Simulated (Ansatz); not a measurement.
SiO2: Electric field gradients

The cell is an entry of the Crystallography Open Database (COD), atoms as given.

Space group P4_12_12 (No. 92); a = 4.9570, c = 6.8903 Å.

```csv
site,Wyckoff,site symmetry,x,y,z
Si,4a,..2,0.3047,0.3047,0.0000
O,8b,1,0.2381,0.1109,0.1826
```

One atom of each set is listed.

Computed with Ansatz: DFT, PBE, plane waves and PAW (field gradients read without the response of the frozen cores, which leaves them typically 4 to 6 % off), scalar-relativistic, 420 eV cutoff, Γ-centred 4×4×3 k-points, Fermi–Dirac smearing 0.02 eV.

Conventions: |V_zz| ≥ |V_yy| ≥ |V_xx|, η = (V_xx − V_yy)/V_zz, C_Q = eQV_zz/h.

¹⁷O: I = 5/2, Q = -25.58 mb. Quadrupole moments are those of Pyykkö's year-2017 table.

| site | atoms | first shell | V_xx, V_yy, V_zz (10²¹ V/m²) | η | C_Q (MHz) |
| --- | --- | --- | --- | --- | --- |
| Si | 4 | 4 O at 1.60–1.62 Å | 0.037, 0.69, -0.73 | 0.90 | – |
| O | 8 | 2 Si at 1.60–1.62 Å, angle 145° | -3.94, -5.50, 9.44 | 0.17 | -5.84 |

At O V_zz runs parallel to the line that joins its two neighbours (within 1°).

Si has no stable isotope with a ground-state quadrupole moment in the table, so no C_Q is given.

The calculated pressure of 6 GPa (PBE) comes largely from the unrelaxed atoms: it is 1.4 GPa once they are relaxed in the same cell. The largest force is 0.5 eV/Å, so the atoms aren't at the calculated equilibrium and relaxing them would move these values.
